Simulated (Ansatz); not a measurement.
# P: stationary points along a deformation path

These are results of DFT LDA, scalar-relativistic, plane waves, PAW (Ansatz), not measurements. Settings: plane waves to 420 eV, k-mesh 18×18×18 (Γ-centred), Gaussian smearing 0.15 eV. No spin polarisation. Energies are free energies at this smearing, counted from the undisturbed cell; pressure is positive in compression.

The undisturbed cell (as given, not relaxed at this level; it stands at -3.0 GPa; this form isn't the usual structure):

```
P
1.0
     1.72573    0.99635    3.12968
    -1.72573    0.99635    3.12968
     0.00000   -1.99270    3.12968
P
2
Direct
  0.22708 0.22708 0.22708
  0.77292 0.77292 0.77292
```

At fixed volume and fractional coordinates, lengths along (0.000, 0.000, 1.000) are scaled against those across it; ρ is that ratio over its starting value. V = 16.144 Å³/atom. Δσ is the stress along the axis less the mean stress across it (compression positive).

| ρ | ΔE (meV/atom) | Δσ (GPa) | space group |
| --- | --- | --- | --- |
| 0.800 | 137.8 | 18.39 | R-3m |
| 0.850 | 69.9 | 14.43 | R-3m |
| 0.920 | 13.6 | 6.58 | R-3m |
| 0.960 | 1.0 | 2.25 | R-3m |
| 1.000 | 0.0 | -1.18 | R-3m |
| 1.050 | 8.0 | -3.59 | R-3m |
| 1.100 | 21.9 | -5.56 | R-3m |
| 1.200 | 65.5 | -9.92 | R-3m |
| 1.300 | 138.5 | -17.86 | R-3m |

**Question.** How does the stress give the slope of the energy, and where is the energy stationary?

**Answer.** Along the path d ln(length) is 2/3 d ln ρ on the axis and −1/3 d ln ρ across it, so dE/d ln ρ = −(2/3) V Δσ: the energy falls with ρ where Δσ is positive. Δσ vanishes or changes sign between ρ = 0.960 and 1.000, a minimum (near 0.99 by linear interpolation). Pairs of stationary points between two samples would go unseen, and could change a minimum read from distant neighbours into a maximum.

**Question.** Integrate that slope from ρ = 1 to 0.850 by the trapezoid rule.

**Answer.** With V/N in Å³ and 1 eV/Å³ = 160.2 GPa the slopes at ρ = 1.000, 0.960, 0.920, 0.850 are 80, -151, -442, -969 meV/atom per unit of ln ρ. The steps add 1.5 + 12.6 + 55.8 = 69.9 meV/atom, against 69.9 from the energies; the trapezoid rule misses the curvature of the slope within each step.

Forces appear on the atoms along this scan, and letting them relax would lower the energy and soften the response. In a metal these slopes depend on the k mesh and the smearing.